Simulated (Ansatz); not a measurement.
## Cu (Fm-3m), a vibration from a frozen displacement

Method: DFT PBEsol, scalar-relativistic, plane waves, PAW in Ansatz 0.2.0. Settings: plane waves to 420 eV, k-mesh 12×12×12 (Γ-centred), Gaussian smearing 0.15 eV. No spin polarisation. Energies are free energies at this smearing, counted from the undisturbed cell; pressure is positive in compression.

The undisturbed cell (as given, not relaxed at this level; it stands at -6.5 GPa):

```
Cu
1.0
     3.61500    0.00000    3.61500
     0.00000   -3.61500    3.61500
     3.61500   -3.61500    0.00000
Cu
8
Direct
  0.00000 0.00000 0.50000
  0.00000 0.50000 0.50000
  0.50000 0.00000 0.50000
  0.50000 0.50000 0.50000
  0.00000 0.00000 0.00000
  0.00000 0.50000 0.00000
  0.50000 0.00000 0.00000
  0.50000 0.50000 0.00000
```

Atom 1 (Cu) is moved by x along the Cartesian unit vector (0.000, 0.000, -1.000); the cell and all other atoms stay fixed. The cell's volume is 94.48 Å³; the moved atoms weigh 63.546 u together and the others 444.822 u. Some rows repeat others by symmetry and weren't run.

| x (Å) | ΔE (meV/cell) | total force on the moved atoms along the move (eV/Å) | pressure (GPa) |
| --- | --- | --- | --- |
| -0.6000 | 1314.12 | 4.8464 | 1.3231 |
| -0.5400 | 1042.21 | 4.2220 | -0.2005 |
| -0.4800 | 806.83 | 3.6297 | -1.5496 |
| -0.4200 | 605.94 | 3.0729 | -2.7268 |
| -0.3600 | 437.36 | 2.5522 | -3.7353 |
| -0.3000 | 298.97 | 2.0663 | -4.5794 |
| -0.2400 | 188.78 | 1.6117 | -5.2632 |
| -0.1800 | 105.04 | 1.1837 | -5.7905 |
| -0.1200 | 46.31 | 0.7769 | -6.1645 |
| 0.0000 | 0.00 | 0.0000 | -6.4622 |
| 0.1200 | 46.31 | -0.7769 | -6.1645 |
| 0.1800 | 105.04 | -1.1837 | -5.7905 |
| 0.2400 | 188.78 | -1.6117 | -5.2632 |
| 0.3000 | 298.97 | -2.0663 | -4.5794 |
| 0.3600 | 437.36 | -2.5522 | -3.7353 |
| 0.4200 | 605.94 | -3.0729 | -2.7268 |
| 0.4800 | 806.83 | -3.6297 | -1.5496 |
| 0.5400 | 1042.21 | -4.2220 | -0.2005 |
| 0.6000 | 1314.12 | -4.8464 | 1.3231 |

**Question.** What frequency belongs to this motion?

**Answer.** The force constant is k = −dF/dx = 6.474 eV/Å², from the parabola through x = -0.1200, 0 and 0.1200. In every cell the moved atoms swing against the rest, so the mass is μ = m₁m₂/(m₁ + m₂) = 55.603 u, and ν̃ = 521.5 cm⁻¹ × √(|k|/μ) = 178 cm⁻¹, at this cell's pressure of -6.5 GPa. The pattern needn't be a normal mode: ν̃² is then a weighted mean of the squared nonzero frequencies at the zone centre of this cell, so it lies between the lowest and the highest of them.

**Question.** How far does the harmonic law reach?

**Answer.** At x = -0.600 Å, kx²/2 = 1165.35 meV against the computed 1314.12 meV (+12.8 %): the well stiffens in this direction at large amplitude.

**Question.** The pressure changes with x². What does that say about the frequency under compression?

**Answer.** With E = k(V)x²/2, k ∝ V^(−2γ) and x scaling with the cell as V^(1/3), P − P0 = −∂E/∂V = (2γ − 2/3) ΔE/V. At x = 0.1800 Å, V(P − P0) = 94.48 × 0.67165 / 160.2 eV = 396.09 meV and ΔE = 105.04 meV, so γ = 1/3 + V(P − P0)/(2ΔE) = 2.22. This is the Grüneisen parameter of the motion under uniform scaling of the cell: shrinking the cell evenly by 1 % in volume raises the frequency by about 2.22 %.

In a metal these slopes depend on the k mesh and the smearing.

Cost: 10 runs of about 24 core-minutes in all, on Arm Neoverse V2 (shared hosts).